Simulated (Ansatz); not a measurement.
Sheets of one type (M2XT2 MXene (mixed sites)-type), the program Ansatz at the r²SCAN+D4 level (PAW); HSE06 gaps on those cells.

```tsv
layer	a (Å)	thickness (Å)
Hf2NO2	3.177	4.78
Y2NO2	3.525	4.61
Sc2NO2	3.237	4.38
W2NO2	2.800	5.52
Ta2NO2	3.009	4.94
Mo2NO2	?	?
Mo2CO2	2.894	5.08
```

**Question.** Complete the blanks.

**Answer.** 
- Mo2NO2, a (Å): 2.813
- Mo2NO2, thickness (Å): 5.36

Spin orders computed, not proven ground states: Hf2NO2, M2XT2 MXene (mixed sites)-type layer ferromagnetic; Y2NO2, M2XT2 MXene (mixed sites)-type layer ferromagnetic; Sc2NO2, M2XT2 MXene (mixed sites)-type layer ferromagnetic; Ta2NO2, M2XT2 MXene (mixed sites)-type layer ferromagnetic. Began spin-polarised and lost the moments: W2NO2, M2XT2 MXene (mixed sites)-type layer; Mo2NO2, M2XT2 MXene (mixed sites)-type layer. All cells were relaxed under the symmetry of their starts (and spin orders); stability against distortions was not tested throughout. Rows with no word on spin ran without spin polarisation. No Hubbard U is applied. Spin–orbit coupling is left out wherever it is not named. Constructed layers (a layer type filled with these elements): Hf2NO2, M2XT2 MXene (mixed sites)-type layer; Y2NO2, M2XT2 MXene (mixed sites)-type layer; Sc2NO2, M2XT2 MXene (mixed sites)-type layer; W2NO2, M2XT2 MXene (mixed sites)-type layer; Ta2NO2, M2XT2 MXene (mixed sites)-type layer; Mo2NO2, M2XT2 MXene (mixed sites)-type layer; Mo2CO2, M2XT2 MXene (mixed sites)-type layer.

Potentials: the later of the program's two PAW sets.
